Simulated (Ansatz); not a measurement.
Values for one crystal, relaxed and computed with PBEsol (plane waves, PAW; program Ansatz); other levels are named.

| Property | Value |
|---|---|
| Volume per atom | 9.73 Å³ |
| Electronic character | metallic (no gap) |
| Hill bulk and shear moduli | 262 and 255 GPa |
| Gap with spin–orbit coupling | none (metallic) |
| Poisson's ratio | 0.13 |
| Young's modulus | 578 GPa |
| Debye temperature from the elastic constants | 724 K |

Pick the material that matches.
(A) Mg2Si, P4/nmm (Mg on 2a, Mg on 2c, Si on 2c)
(B) LaMnO3, R-3c (La on 6a, Mn on 6b, O on 18e)
(C) HfB2, P6/mmm (Hf on 1a, B on 2d)
(D) YSb, rock salt

C, HfB2, P6/mmm (Hf on 1a, B on 2d)

The cell was relaxed with PBEsol under the symmetry of its start; of distortions, only those at the zone centre were tested. No spin polarisation was allowed. As this level gives no gap, shear constants depend on the k-mesh and smearing (Fermi–Dirac, 0.1 eV here). Spin–orbit coupling is left out wherever it is not named.

Potentials: the later of the program's two PAW sets.
